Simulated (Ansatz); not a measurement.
Relaxed Li (space group R-3m):

```xyz
3
Lattice="1.4940 0.8626 7.3539 -1.4940 0.8626 7.3539 0.0000 -1.7251 7.3539" Properties=species:S:1:pos:R:3 pbc="T T T"
Li     0.0000     0.0000    17.1588
Li     0.0000     0.0000     4.9029
Li     0.0000     0.0000     0.0000
```

The atoms are displaced by Q × the pattern below (from a DFPT mode at Γ, largest move 1; Q in Å), at fixed cell. It is one choice among 2 degenerate patterns.

```tsv
atom	x	y	z
Li1	0.000	0.000	0.500
Li2	0.000	0.000	0.500
Li3	0.000	0.000	-1.000
```

Computed with LDA (plane waves to 420 eV, PAW, scalar-relativistic; Ansatz, a program for electronic structure). k mesh 18×18×18 (Γ-centred), Fermi-Dirac smearing 0.05 eV. The energy includes the smearing's −TS. With partly filled bands, energies and forces of such displacements shift with the k mesh and the smearing. Li was relaxed with its symmetry unable to fall. This is one of several known forms of Li; the measured ambient cells at hand have space group No. 229. ΔE is measured from the undisplaced structure.

Q: Estimate the ΔE (eV/cell) for Q (Å) = -0.100, -0.083, -0.017, 0.017, 0.033, 0.067.

A: 
```json
[
 {"Q (Å)": "-0.100", "ΔE (eV/cell)": "0.0159"},
 {"Q (Å)": "-0.083", "ΔE (eV/cell)": "0.0110"},
 {"Q (Å)": "-0.017", "ΔE (eV/cell)": "0.0004"},
 {"Q (Å)": "0.017", "ΔE (eV/cell)": "0.0004"},
 {"Q (Å)": "0.033", "ΔE (eV/cell)": "0.0018"},
 {"Q (Å)": "0.067", "ΔE (eV/cell)": "0.0071"}
]
```

(A displaced cell: forces are minus the slopes of the energy, force constants its curvatures, and phonons follow from these.)
